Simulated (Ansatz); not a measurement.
# Phonon dispersion of WF3

All numbers below come from Ansatz, DFT PBE, scalar-relativistic, plane waves, PAW. Cutoff 420 eV, 10×10×6 k-points (Γ-centred), fixed occupations. No spin polarisation. Phonons by linear response, acoustic sum rule imposed.

Relaxed structure:
```yaml
crystal:
  lattice:
    - [2.30557, -3.99334, -0.01677]
    - [2.30557, 3.99334, -0.01677]
    - [-1.54173, 0.00000, 6.16503]
  atoms:
    - { symbol: W, position: [0.16665, 0.83335, 0.00000] }
    - { symbol: W, position: [0.83335, 0.16665, 0.00000] }
    - { symbol: F, position: [0.75172, 0.75172, 0.77544] }
    - { symbol: F, position: [0.24828, 0.24828, 0.22456] }
    - { symbol: F, position: [0.57736, 0.90645, 0.22472] }
    - { symbol: F, position: [0.09355, 0.42264, 0.77528] }
    - { symbol: F, position: [0.42264, 0.09355, 0.77528] }
    - { symbol: F, position: [0.90645, 0.57736, 0.22472] }
```

It was reached by relaxing an invented guess, and it needn't be the stable form of this composition. Spin–orbit coupling is left out, which matters for heavy elements. The q mesh is coarse, so values between its points are rough. No dispersion correction is applied, so modes and constants that involve weak contacts between layers, chains or molecules come out too soft.

Force constants from linear response on a 2×2×1 q mesh.

Path: Γ–Y–M–A–Γ | L2–Γ–V2. Only the points of the 2×2×1 mesh were computed; the rest is interpolation, which is rough on so few points. On the mesh no mode is imaginary. Distance along the path (Å⁻¹), then the branches (cm⁻¹, negative for imaginary; the LO field is included):
```
0.000  0 0 0 180 186 186 212 212 234 234 259 260 340 354 369 381 381 392 495 502 508 509 566 578
0.197  -23 29 63 166 186 187 214 221 227 230 256 260 339 356 370 375 380 397 496 503 512 512 559 573
0.393  -11 57 115 141 186 190 209 218 223 233 248 262 336 358 370 370 378 401 501 506 518 520 548 562
0.590  48 81 119 153 183 192 193 213 223 235 241 266 330 355 366 377 379 398 508 511 521 527 544 548
0.787  64 93 107 173 174 183 196 215 220 232 239 269 326 352 365 380 383 394 509 518 529 530 533 543
0.914  60 96 108 173 173 183 196 215 216 238 238 270 327 351 366 375 382 397 509 518 526 530 535 543
1.042  52 101 112 171 173 183 198 208 216 237 247 271 329 348 367 367 381 403 508 518 523 532 538 542
1.170  42 107 115 169 173 183 199 204 216 237 254 272 333 344 361 368 379 407 507 518 520 534 539 541
1.297  37 109 117 168 173 183 200 202 215 237 256 272 336 340 359 369 378 408 507 518 519 535 540 540
1.494  15 98 126 147 182 187 202 203 222 237 253 272 337 345 356 370 381 406 505 515 516 532 536 554
1.691  -41 80 104 145 180 191 213 217 222 241 244 272 339 352 357 374 382 402 500 508 509 528 542 568
1.887  -48 35 68 168 176 195 212 224 227 234 253 271 338 349 367 376 380 396 490 503 504 524 552 586
2.084  -52 -46 65 176 182 197 208 212 231 241 257 270 332 350 372 376 378 390 482 502 503 520 564 606
2.212  -49 -43 60 177 182 195 208 212 232 240 257 269 333 348 374 374 380 390 483 500 505 519 564 606
2.339  -38 -33 45 181 181 191 210 212 233 238 257 267 336 344 371 377 381 391 487 497 507 516 565 606
2.467  -21 -18 24 181 185 188 211 212 234 235 258 263 339 341 370 380 381 391 492 496 508 511 566 605
2.595  0 0 0 180 186 186 212 212 234 234 260 260 340 340 369 381 381 392 494 495 508 509 566 605
2.701  63 95 114 163 174 189 206 208 224 234 242 264 333 347 360 361 385 405 497 519 528 530 540 547
2.915  36 74 131 135 188 192 206 212 223 237 244 260 335 350 364 366 384 404 497 506 525 526 547 556
3.129  -20 45 89 156 188 190 214 220 226 231 251 260 338 352 368 372 384 399 495 500 518 519 553 569
3.343  -13 15 32 176 186 187 212 215 233 234 258 260 340 353 369 380 382 393 494 502 510 510 564 578
3.450  0 0 0 180 186 186 212 212 234 234 259 260 340 354 369 381 381 392 495 502 508 509 566 578
3.651  -24 29 63 166 186 187 214 222 227 230 256 260 339 356 370 375 380 397 496 504 511 513 558 574
3.853  -12 57 115 141 186 190 209 218 222 234 247 263 336 358 370 370 378 401 501 506 518 519 547 564
4.054  48 81 119 153 183 192 193 213 223 235 240 267 330 354 366 376 379 398 509 511 522 526 541 550
4.255  64 93 107 173 174 183 195 216 219 232 239 270 326 352 364 380 382 394 510 516 527 532 534 542
```
